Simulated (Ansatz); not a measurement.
Space group Im-3m (No. 229). a = 2.755 Å, b = 2.755 Å, c = 2.755 Å, α = 90.00°, β = 90.00°, γ = 90.00°
```csv
atom,site,symmetry,x,y,z
Ni,2a,m-3m,0.0000,0.0000,0.0000
```

Equation of state of this Ni structure (not necessarily the ground state), with shape and atoms relaxed at each volume where symmetry leaves them free. It has no gap at any of these volumes. Computed with DFT PBEsol, scalar-relativistic, plane waves, PAW in Ansatz.

Cutoff 420 eV; k points 22×22×22 on the computed 1-atom cell (Γ-centred); Gaussian smearing, width 0.10 eV; collinear spin.

| V (Å³/atom) | E − E(largest V) (meV/atom) | P (GPa) |
| --- | --- | --- |
| 9.201 | 71.70 | 37.35 |
| 9.515 | 9.81 | 25.94 |
| 9.829 | -31.08 | 15.87 |
| 10.142 | -53.59 | 7.30 |
| 10.456 | -60.55 | 0.05 |
| 10.770 | -54.38 | -6.07 |
| 11.083 | -37.14 | -11.21 |
| 11.502 | 0.00 | -16.78 |

**Question.** Fit a third-order Birch–Murnaghan equation to E(V).

**Answer.** V0 = 10.46 Å³/atom, B0 = 222 GPa, B0' = 4.5.

This bcc form isn't the element's structure at ambient conditions.